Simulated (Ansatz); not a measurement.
Ansatz (an electronic-structure program) input:

Ansatz 0.2 input:
```yaml
crystal:
  lattice:
    - [3.7601186028, 0.0, 0.0]
    - [0.0, 3.7601186028, 0.0]
    - [0.0, 0.0, 3.7601186028]
  atoms:
    - { symbol: Te, position: [0.0, 0.0, 0.0] }
    - { symbol: O, position: [0.5, 0.0, 0.0] }
    - { symbol: O, position: [0.0, 0.0, 0.5] }
    - { symbol: O, position: [0.0, 0.5, 0.0] }
kpoints:
  mp_grid: { grid: [8, 8, 8] }
  band_path:
    path:
      - [[0.0, 0.0, 0.0], [0.0, 0.5, 0.0], [0.5, 0.5, 0.0], [0.0, 0.0, 0.0], [0.5, 0.5, 0.5], [0.0, 0.5, 0.0]]  # Γ-X-M-Γ-R-X
      - [[0.5, 0.5, 0.5], [0.5, 0.5, 0.0]]  # R-M
    npoints: 12
hamiltonian:
  xc: r2scan
  pseudopotentials: { azcp: { folder: ./paw }, kind: paw_fr }
magnetization: { noncollinear: true, spin_orbit: true }
scf:
  n_extra_bands: 12
  convergence: { dr2_threshold: 0.0000000001 }
  occupations: { method: gaussian, width: 0.05 }
output: { eigenvalues: true }
```

Output (shortened):

```
Pseudopotential: Te, paw, valence charge 16
Pseudopotential: O, paw, valence charge 6
Functional definition: r2SCAN
non-collinear run that drives no moment, with spin-orbit …
Crystal: 4 atoms, lattice volume = 53.162 Å³
Basis set: ecut = 500 eV, 1357 PW (Γ), exchange–correlation on 120×120×120 points (64 copies of the dense FFT grid, shifted against one another)
Bands: 46, of which v1, the nominal top of the filled ones, is band 34 counted from 1 (33 counted from 0)
Symmetry: 48 space group operations + 48 with time reversal
k-points: 35 of 512
Projection manifold: j_resolved (fully-relativistic pseudo-atomic orbitals)
SCF iter   1: F=—  HF=-8685.068936 eV  |F-HF|=—  |Δ(HF+E_count)|=         —  Δρ=1.10e-1  dr2=5.09e0  dr2_τ=1.56e-1  dr2_m=0.00e0 (ungated)  ethr=3.10e-3  |M|=0.00e0 ∫|m|=0.00e0 μB  |m|>n=0.0e0 m-floor=0.0e0 τ_xc=0.0e0  β_m=0.30  ⟨swp⟩=9.1  Hψ=4783  notcnv=0  defer=64
preconditioner: auto → Resta (q_TF=auto, 2.532 Å⁻¹)
spin=Noncollinear: Resta preconditioning applied to the charge; magnetization (m_x, m_y, m_z) channels mix plain (no charge-response kernel on spin).
SCF iter   2: F=—  HF=-8684.367360 eV  |F-HF|=—  |Δ(HF+E_count)|=   7.02e-1  Δρ=6.20e-2  dr2=1.40e0  dr2_τ=1.44e-2  dr2_m=0.00e0 (ungated)  ethr=3.10e-3  |M|=0.00e0 ∫|m|=0.00e0 μB  |m|>n=0.0e0 m-floor=0.0e0 τ_xc=0.0e0  β_m=0.45  ⟨swp⟩=2.8  Hψ=1522  notcnv=0  defer=238
SCF iter   3: F=—  HF=-8684.292299 eV  |F-HF|=—  |Δ(HF+E_count)|=   7.51e-2  Δρ=2.26e-2  dr2=1.15e-1  dr2_τ=2.15e-3  dr2_m=0.00e0 (ungated)  ethr=3.10e-3  |M|=0.00e0 ∫|m|=0.00e0 μB  |m|>n=0.0e0 m-floor=0.0e0 τ_xc=0.0e0  β_m=0.66  ⟨swp⟩=2.5  Hψ=1150  notcnv=0  defer=238
SCF iter   4: F=—  HF=-8684.327980 eV  |F-HF|=—  |Δ(HF+E_count)|=   3.57e-2  Δρ=4.09e-3  dr2=5.11e-3  dr2_τ=1.44e-4  dr2_m=0.00e0 (ungated)  ethr=3.38e-4  |M|=0.00e0 ∫|m|=0.00e0 μB  |m|>n=0.0e0 m-floor=0.0e0 τ_xc=0.0e0  β_m=0.76  ⟨swp⟩=2.9  Hψ=1477  notcnv=0  defer=232
SCF iter   5: F=—  HF=-8684.327950 eV  |F-HF|=—  |Δ(HF+E_count)|=   2.94e-5  Δρ=6.64e-4  dr2=2.33e-4  dr2_τ=2.15e-6  dr2_m=0.00e0 (ungated)  ethr=1.50e-5  |M|=0.00e0 ∫|m|=0.00e0 μB  |m|>n=0.0e0 m-floor=0.0e0 τ_xc=0.0e0  β_m=0.81  ⟨swp⟩=2.0  Hψ=1135  notcnv=0  defer=232
SCF iter   6: F=—  HF=-8684.328134 eV  |F-HF|=—  |Δ(HF+E_count)|=   1.83e-4  Δρ=1.32e-4  dr2=1.17e-5  dr2_τ=1.47e-7  dr2_m=0.00e0 (ungated)  ethr=6.86e-7  |M|=0.00e0 ∫|m|=0.00e0 μB  |m|>n=0.0e0 m-floor=0.0e0 τ_xc=0.0e0  β_m=0.90  ⟨swp⟩=2.3  Hψ=1253  notcnv=0  defer=232
SCF iter   7: F=—  HF=-8684.328163 eV  |F-HF|=—  |Δ(HF+E_count)|=   2.91e-5  Δρ=4.00e-5  dr2=1.16e-6  dr2_τ=6.40e-9  dr2_m=0.00e0 (ungated)  ethr=3.44e-8  |M|=0.00e0 ∫|m|=0.00e0 μB  |m|>n=0.0e0 m-floor=0.0e0 τ_xc=0.0e0  β_m=0.95  ⟨swp⟩=2.0  Hψ=943  notcnv=0  defer=232
SCF iter   8: F=—  HF=-8684.328166 eV  |F-HF|=—  |Δ(HF+E_count)|=   2.77e-6  Δρ=1.05e-5  dr2=4.94e-8  dr2_τ=6.54e-10  dr2_m=0.00e0 (ungated)  ethr=3.41e-9  |M|=0.00e0 ∫|m|=0.00e0 μB  |m|>n=0.0e0 m-floor=0.0e0 τ_xc=0.0e0  β_m=0.97  ⟨swp⟩=2.1  Hψ=1039  notcnv=0  defer=232
SCF iter  10: F=-8684.328166 eV  HF=-8684.328166 eV  |F-HF|=9.09e-12  |Δ(HF+E_count)|=  2.00e-10  Δρ=1.14e-7  dr2=7.04e-12  dr2_τ=1.52e-13  dr2_m=0.00e0 (ungated)  ethr=1.00e-12  |M|=0.00e0 ∫|m|=0.00e0 μB  |m|>n=0.0e0 m-floor=0.0e0 τ_xc=0.0e0  ⟨swp⟩=14.7  Hψ=4120  notcnv=0
SCF 1 converged in 10 iterations: F = -8684.328166 eV  dr2 = 7.04e-12
NSCF: frozen V_eff on 74 k-points
SCF converged after 10 iterations
Magnetization: |M| = 0.0000 μB,  M = (+0.0000, +0.0000, +0.0000) μB
Absolute magnetization: 0.0000 μB (∫|m|)
  site 0: m = (+0.0000, +0.0000, +0.0000) μB, |m| = 0.0000 μB  (R = 0.78 Å)
  site 1: m = (+0.0000, +0.0000, +0.0000) μB, |m| = 0.0000 μB  (R = 0.78 Å)
  site 2: m = (+0.0000, +0.0000, +0.0000) μB, |m| = 0.0000 μB  (R = 0.78 Å)
  site 3: m = (+0.0000, +0.0000, +0.0000) μB, |m| = 0.0000 μB  (R = 0.78 Å)
Free energy (F): -8684.328166 eV
Harris-Foulkes:  -8684.328166 eV  (|F-HF|=9.09e-12)
Internal energy: -8684.326270 eV  (E = F + TS)
E sigma→0 (E₀):  -8684.327218 eV
Entropy (-TS):   -0.001895 eV (-0.474 meV/atom)
Fermi energy:    6.160087 eV
--- Per-component energies (eV) ---
  E_band       = -371.410786
  E_kinetic    = 689.521212
  E_local      = -3180.498943  (includes V_loc(G=0)·N_el)
  E_nonlocal   = 223.511028
  E_hartree    = 1418.549239
  E_xc         = -324.299714
  E_vxc        = -413.330727  (∫ρ·V_xc dr)
  E_paw        = -5187.033727  (= ΣΔE_a)
  E_vpaw       = -553.928007  (= ΣTr[D̂ρ^β])
  E_aug_tail   = 0.000764  (compensation charges beyond the density's cutoff)
  E_vtau       = 26.215517  (kinetic-family band-sum trace: ∫τ·v_τ [+ j·A + Jᵃ·Aᵃ] dr)
  E_ewald      = -2324.278282
  E_core_change = 0.202154  (= ΣΔE_core)
  E_smearing   = -0.001895  (= −TS)
  E_closure    = 0.000000  (closes the sum)
  Σ components = -8684.328166   (vs F -8684.328166, Δ=0.00e0)
  [band-id]    e_kinetic+e_local+e_nonlocal+2·e_hartree+e_vxc+e_vpaw+e_augmentation_tail+e_vtau = -371.410678   (vs E_band -371.410786, Δ=1.08e-4)
--- Band table (eV; the first three rows and the last of 35) ---
  k-point 0: bands = ["-33.9934", "-33.9934", "-33.9934", "-33.9934", "-32.5720", "-32.5720", "-32.5720", "-32.5720", "-32.4307", "-32.4307", "-16.0655", "-16.0655", "-11.4532", "-11.4532", "-11.4532", "-11.4532", "-2.7998", "-2.7998", "-2.3121", "-2.3121", …
  k-point 1: bands = ["-33.9935", "-33.9935", "-33.9917", "-33.9917", "-32.5721", "-32.5721", "-32.5696", "-32.5696", "-32.4313", "-32.4313", "-15.9740", "-15.9740", "-11.6972", "-11.6972", "-11.4497", "-11.4497", "-2.7395", "-2.7395", "-2.2939", "-2.2939", …
  k-point 2: bands = ["-33.9938", "-33.9938", "-33.9878", "-33.9878", "-32.5724", "-32.5724", "-32.5637", "-32.5637", "-32.4327", "-32.4327", "-15.7118", "-15.7118", "-12.3057", "-12.3057", "-11.4412", "-11.4412", "-2.5913", "-2.5913", "-2.2523", "-2.2523", …
  k-point 34: bands = ["-33.9779", "-33.9779", "-33.9779", "-33.9779", "-32.5474", "-32.5474", "-32.5474", "-32.5474", "-32.4429", "-32.4429", "-13.3195", "-13.3195", "-13.1982", "-13.1982", "-13.1982", "-13.1982", "-8.8672", "-8.8672", "2.2828", "2.2828", …
```

Cost: very roughly 60 core-seconds on shared cores.

Space group Pm-3m (ReO3 type). The start of the workflow was typed in or built on a structure type; neither database checked (COD, Materials Project) lists it. COD files the formula under space group No. 167. Its standing as an ambient phase is unchecked. The r²SCAN relaxation kept the symmetry of its start; whether a distortion lowers the energy is not shown.

Potentials: the earlier of the program's two PAW sets.

Ansatz is a plane-wave DFT program.
